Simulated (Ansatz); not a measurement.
Hf (hcp (Mg type), P6_3/mmc) at seven volumes, plane-wave PAW PBE (Ansatz code), shape and atoms relaxed at each. One row is withheld.

```
V (Å³/atom)  P (GPa)
-----------  -------
20.508         11.87
21.184          7.37
21.860          3.45
22.536          0.00
23.212         -3.02
23.888             ?
24.564         -7.96
```

Problem. Fit the shown pressures and predict the withheld one.

Solution. P = (3/2)B₀(x^(7/2) − x^(5/2))[1 + (3/4)(B′ − 4)(x − 1)] with x = (V₀/V)^(2/3). Least squares on the six rows gives V₀ = 22.536 Å³/atom, B₀ = 107 GPa, B′ = 3.43. At V = 23.888, x = 0.9619 and P = -5.64 GPa. The run itself gave -5.66 GPa.

The cell was relaxed with PBE under the symmetry of its start. The run is not spin-polarised. Scalar-relativistic: spin–orbit coupling is off unless named, which matters more the heavier the elements.

Potentials: the later of the program's two PAW sets.
